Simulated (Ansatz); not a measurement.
Ti3Al:
Space group P-6m2 (No. 187); a = b = 2.9225 Å, c = 9.1940 Å, α = β = 90.00°, γ = 120.00°

```
atom  site  symmetry       x       y       z
----  ----  --------  ------  ------  ------
Ti      1e      -6m2  0.6667  0.3333  0.0000
Ti      2h       3m.  0.3333  0.6667  0.2495
Al      1f      -6m2  0.6667  0.3333  0.5000
```

Relaxed at zero pressure with the program Ansatz at the r²SCAN level (PAW).

The volume is raised by 3 % and shape and atoms relax at that volume. What pressure results, and how do the axes share the change?

-3.3 GPa; a 1.0 %, b 1.0 %, c 0.9 %; the energy rises by 5 meV/atom.

Give the new structure.


Space group P-6m2 (No. 187); a = 2.953 Å, b = 2.953 Å, c = 9.275 Å, α = 90.00°, β = 90.00°, γ = 120.00°

| atom | site | symmetry | x | y | z |
|---|---|---|---|---|---|
| Ti | 1e | -6m2 | 0.6667 | 0.3333 | 0.0000 |
| Ti | 2h | 3m. | 0.3333 | 0.6667 | 0.2493 |
| Al | 1f | -6m2 | 0.6667 | 0.3333 | 0.5000 |

The phase is kept; no other phase was compared at this pressure.

The workflow started from a Materials Project entry (that database holds measured and hypothetical structures alike); the Crystallography Open Database copy checked does not list it. With Ti and Al taken as one species the cell has the higher symmetry P6_3/mmc, so it may be an ordered model of a mixed-site phase. It is not the phase usual at ambient conditions (space group No. 194). Symmetry was held in the r²SCAN relaxation; its stability against distortions is not shown here. The run is not spin-polarised. Axis ratios of metals converge slowly with the k-mesh, so a and c are less sure than the volume.

Potentials: the later of the program's two PAW sets.
